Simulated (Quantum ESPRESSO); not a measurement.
## Ir4MgGaPdRu (different elements on one site, starting from this cell)

A calculation, not a measurement. The program is pw.x of Quantum ESPRESSO 7.5 (plane-wave density functional theory). The cell is made up: eight metal atoms on a hexagonal close-packed lattice, with elements, volume, strain and displacements drawn at random and not relaxed, so it may be unstable or far from any real phase. PseudoDojo standard norm-conserving files set the functional (PBE unless stated); there is no spin polarisation or spin-orbit coupling, the Fermi-Dirac width of 0.25 eV means electrons at about 2900 K, and the masses in the input are unused placeholders. Heavy elements are run without spin-orbit coupling, which real alloys of them have. A spin test at this wide smearing found no moment, but such smearing suppresses magnetism that the real alloy may have.

The runs put different elements on site 4. Cell, positions, cutoff, mesh and smearing stay as in the input of run 1; sites are counted in its order. Stress in the tables is positive in tension.

Input of run 1:

```
&control calculation='scf', pseudo_dir='./dojo.nc.sr.pbe.v0_5.standard.upf', outdir='./o', disk_io='minimal', tprnfor=.true., tstress=.true. /
&system ibrav=0, nat=8, ntyp=5, nbnd=80, ecutwfc=84.00895049, nosym=.true., tot_charge=0,
 occupations='smearing', smearing='fd', degauss=0.0183746611
/
&electrons conv_thr=1.470e-08, electron_maxstep=70, mixing_beta=0.5 /
ATOMIC_SPECIES
Ga 1.0 Ga.upf
Ir 1.0 Ir.upf
Mg 1.0 Mg.upf
Pd 1.0 Pd.upf
Ru 1.0 Ru.upf
CELL_PARAMETERS angstrom
2.7726 0.0 0.0
1.3863 -2.4012 -4.4877
1.3863 7.2035 -4.4877
ATOMIC_POSITIONS angstrom
Ir -0.0452 -0.0638 -0.0022
Ir 1.3617 2.4265 -4.542
Mg 1.4086 -0.7223 -2.3123
Ga 2.7741 1.6189 -6.7725
Pd 2.7379 4.8621 -4.4653
Ir 2.734 0.0023 -4.47
Ru 2.7862 1.6073 -2.1641
Ir 4.2 4.0261 -6.7833
K_POINTS automatic
9 5 3 1 1 1
```

```
run  elements on sites 1 to 8  -TS (eV)  pressure (GPa)  stress xx (GPa)  stress yy (GPa)  stress zz (GPa)  stress yz (GPa)  stress xz (GPa)  stress xy (GPa)  iterations
  1   Ir Ir Mg Ga Pd Ir Ru Ir    -1.431           -2.78             0.70             3.21             4.44            -0.99             0.41            -0.56          19
  2   Ir Ir Mg Mg Pd Ir Ru Ir    -1.374           -0.76            -0.45             0.14             2.59            -2.07             0.38            -0.60          19
  3   Ir Ir Mg Zr Pd Ir Ru Ir    -1.291            8.22           -11.96            -6.36            -6.33            -1.90             0.36            -0.73          21
  4   Ir Ir Mg Pd Pd Ir Ru Ir    -1.797           -1.43             1.36             0.75             2.17            -1.79             0.36            -0.49          22
  5   Ir Ir Mg Sc Pd Ir Ru Ir    -1.319            3.64            -6.59            -2.57            -1.76            -1.86             0.38            -0.68          22
```

Forces Fx Fy Fz (eV/Å):

```
site             run 1              run 2              run 3             run 4              run 5
   1    0.45 1.94 0.35     0.45 1.80 0.49     0.48 1.79 0.40    0.45 1.96 0.34     0.47 1.74 0.46
   2   0.08 -0.95 0.62    0.10 -0.75 0.93    0.07 -0.54 1.18   0.08 -0.91 0.92    0.08 -0.51 0.94
   3  -0.14 -0.63 0.48   -0.13 -0.55 0.48   -0.13 -0.48 0.49  -0.14 -0.66 0.49   -0.13 -0.48 0.47
   4  -0.01 -0.09 0.22     0.00 0.07 0.09   -0.04 -0.57 0.63  -0.01 -0.53 0.45   -0.01 -0.19 0.40
   5  0.06 -1.05 -0.57   0.08 -0.94 -0.90   0.07 -0.69 -1.49  0.09 -0.79 -1.24   0.07 -0.82 -1.17
   6   0.31 0.51 -0.72    0.29 0.60 -0.83    0.32 0.37 -0.73   0.29 0.44 -0.84    0.30 0.49 -0.73
   7  -0.30 0.72 -0.76  -0.30 -0.02 -0.74  -0.32 -0.29 -0.67  -0.28 0.62 -0.62  -0.32 -0.19 -0.72
   8  -0.44 -0.45 0.38   -0.48 -0.20 0.49    -0.45 0.40 0.19  -0.48 -0.13 0.50   -0.46 -0.05 0.35
```

Energies are left out, as each element's file has its own zero. A rerun of one cell of this series at a higher cutoff and on a denser mesh moved values by no more than 0.007 eV in energy, 0.07 GPa in stress and 0.019 eV/Å in force, and a second program with other atomic files agreed on that cell to 2 % rms in force and 0.5 GPa in pressure.